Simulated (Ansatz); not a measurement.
A geometry of ScCo away from equilibrium: step 20 of the relaxation of a generated trial cell of ScCo in the AFLOW prototype AB_tP4_131_c_e (B17, as in PtS). The numbers are results of PBEsol (plane waves to 420 eV, PAW, scalar-relativistic; Ansatz, an electronic-structure program), not measurements. Γ-centred k-mesh 9×9×7 on the run's cell (coarser than for final values), Fermi–Dirac smearing 0.05 eV.

```
ScCo
1.0
    2.91804     0.00000     0.00000
    0.00000     2.91804     0.00000
    0.00000     0.00000     7.41379
Co Sc
2 2
Direct
  0.00000   0.50000   0.00000
  0.50000   0.00000   0.50000
  0.00000   0.00000   0.25000
  0.00000   0.00000   0.75000
```
Spin-polarised start, with parallel moments on Co.

Question: Which atoms carry the largest force, and which way does it point?

Answer: No atom: all forces are below 0.005 eV/Å; only the cell is out of equilibrium.

Question: What is the pressure?

Answer: +4.3 GPa, compression positive.

Question: How much energy per atom can still be gained by relaxing?

Answer: 0.04 eV/atom; the path ends in P4₂/mmc (No. 131).

Spin state reached: ferromagnetic (net 0.10 μB/atom), from parallel starting moments; other spin orders were not run from this start.

The run could not lose the symmetry of its start, so the end can be a saddle point.

All atoms sit on sites fixed by symmetry, so only the cell could relax.

The end of the path is a generated cell of ScCo: the first start was made by placing the elements on the sites of a structure type, and the end was not matched to a known phase here, so it may be hypothetical.
